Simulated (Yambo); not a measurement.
```xyz
4
Lattice="4.1347 0.0000 0.0000 -2.0673 3.5807 0.0000 0.0000 0.0000 6.6148" Properties=species:S:1:pos:R:3 pbc="T T T"
Li     2.0673     1.1936     5.8081
Li     0.0000     2.3872     2.5007
Br     2.0673     1.1936     3.2872
Br     0.0000     2.3872     6.5946
```

LiBr (wurtzite, space group P6_3mc, No. 186): mean Im ε in 1 eV windows above the direct gap of 7.36 eV, for different electron-hole kernels (Yambo, broadening 0.15 eV, PBEsol (Quantum ESPRESSO, PseudoDojo norm-conserving, 74 Ry, no spin-orbit coupling) bands; 9×9×4 mesh, 6 valence and 4 conduction bands, static screening with 46 bands and a 4 Ry block, scissor 2.54 eV, Tamm-Dancoff; field along x).

| window (eV) | independent quasiparticles | RPA (no attraction) | BSE |
|---|---|---|---|
| 7.4 to 8.4 | 0.7 | 0.6 | 3.9 |
| 8.4 to 9.4 | 2.0 | 1.5 | 3.0 |
| 9.4 to 10.4 | 4.7 | 3.5 | 2.6 |
| 10.4 to 11.4 | 4.0 | 3.2 | 2.3 |

This run doesn't resolve bound excitons or single peaks, so only averages are given, and they too depend on the mesh; weight that the attraction moves below the gap isn't listed. All transitions below 11.49 eV are in the band window. The scissor comes from a G0W0 run whose convergence isn't established.

Spin-orbit splittings are left out.

Geometry relaxed with PBEsol.

This is not the ordinary phase of the substance; no match was found in the copy of COD used, and its stability was not checked.
